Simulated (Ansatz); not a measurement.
## Mo: opening a crack plane

Mo, P6/mmm, a = 2.749 Å, c = 2.534 Å. This isn't the element's structure at ambient conditions. Ansatz: r2SCAN, PAW, 500 eV, Γ-centred 24×24×6 mesh on 4 atoms, Gaussian smearing 0.15 eV; no spin polarisation. One cut on (001) per cell of 4 atoms is opened rigidly by x, between planes of Mo and Mo that stand 2.53 Å apart; y is the energy per area (6.544 Å², 1 eV/Å² = 16.02 J/m²).

```
x (Å) y (J/m²)
 0.00     0.000
 0.25     0.376
 0.50         ?
 0.75     1.874
 1.00     2.540
 1.50     3.478
 2.00     4.009
 3.00     4.446
 4.50     4.566
 6.00     4.576
```

**Question.** Fit the universal binding curve y = W[1 − (1 + x/l) e^(−x/l)] to the other rows, give the peak stress, and predict the missing value.

**Answer.** Least squares gives W = 4.56 J/m² and l = 0.538 Å. The stress dy/dx peaks at x = l with W/(e l) = 31.2 GPa, for rigid faces. At x = 0.50: x/l = 0.929, y = 1.087 J/m². The run gave 1.107 J/m², so the fit is 0.020 J/m² too low, within twice the rms miss on the fitted rows (0.018 J/m²).

Cost: 12 runs of about 18 core-minutes in all, on Arm Neoverse V1 (shared hosts).